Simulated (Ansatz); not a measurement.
The start is a relaxed Ti cell displaced along its unstable phonon at q = (½, ½, 0) of its primitive reciprocal cell (161i cm⁻¹), largest move 0.15 Å. The structure is fully relaxed (lattice and positions, P = 0) with PBE (plane waves to 420 eV, PAW, scalar-relativistic; Ansatz, a quantum-chemistry and plane-wave program). First-step values are on the input's coarse k-mesh.

Ansatz input (later rounds restart from its end on a renewed k-mesh):
Ansatz 0.2 input:
```yaml
crystal:
  lattice:
    - [5.2789429226, 0, 0]
    - [2.6394714613, 2.6394714613, 0]
    - [0, 0, 2.6394714613]
  atoms:
    - { symbol: Ti, position: [1, 0.5, 0.5568295593] }
    - { symbol: Ti, position: [0.5, 0.5, 0.4431704407] }
basis: { ecutwfc: 420, ecutrho_ratio: 4, xc_grid: 2, fft_grid_basis: typed }
kpoints: { mp_grid: { grid: [12, 12, 12] } }
hamiltonian:
  xc: pbe
  dispersion: none
  pseudopotentials: { azcp: { folder: ./paw }, kind: paw }
scf: { occupations: { method: fermi_dirac, width: 0.05 } }
relax: { f_tol: 0.01, max_steps: 100, cell: { stress_tol: 0.02 } }
output: { forces: true, stress: true }
```

Task: What is the largest force in the starting geometry, and on which atom (counted from 1)?

Result: 0.63 eV/Å, on Ti1, Ti2 (atoms numbered as listed).

Task: By how much does the energy per atom fall from start to end?

Result: 0.69 eV/atom.

Task: How does the volume change?

Result: -6.2 %, from 18.39 to 17.26 Å³/atom.

Task: Is the parent structure recovered?

Result: It does not go back: it reaches I4/mmm (No. 139), AFLOW prototype A_tI2_139_a (A_a), 0.74 eV/atom below the parent.

Task: How do the shortest distances between atoms change?

Result: The closest pairs of elements (up to four, under 3.6 Å), start → end: Ti–Ti 2.64 → 2.83 Å.

Task: Is the relaxed structure metallic? Give its gap.

Result: No gap (metallic).

Task: What does it relax into? Give the structure.

Result: 
```cif
data_Ti2
_chemical_formula_sum 'Ti2'
_space_group_name_H-M_alt 'I4/mmm'
_space_group_IT_number 139
_space_group_name_Hall '-I 4 2'
_cell_length_a 3.41477
_cell_length_b 3.41477
_cell_length_c 2.95997
_cell_angle_alpha 90.000
_cell_angle_beta 90.000
_cell_angle_gamma 90.000
loop_
_atom_site_label
_atom_site_type_symbol
_atom_site_symmetry_multiplicity
_atom_site_Wyckoff_symbol
_atom_site_fract_x
_atom_site_fract_y
_atom_site_fract_z
_atom_site_occupancy
Ti1 Ti 2 b 0.00000 0.00000 0.50000 1
```
(The calculation used a cell of 1 atom; values per cell refer to that cell.)

Final values are on a 21×21×21 k-mesh of the relaxed cell. No spin polarisation in the result.

The run could not lose the symmetry of its start: the end is stationary, and may be a saddle point rather than a minimum.

The relaxed structure here is a generated cell of Ti: the first start was made by placing the elements on the sites of a structure type, and the end was not matched to a known phase here, so it may be hypothetical. Known forms of Ti include space group No. 194.
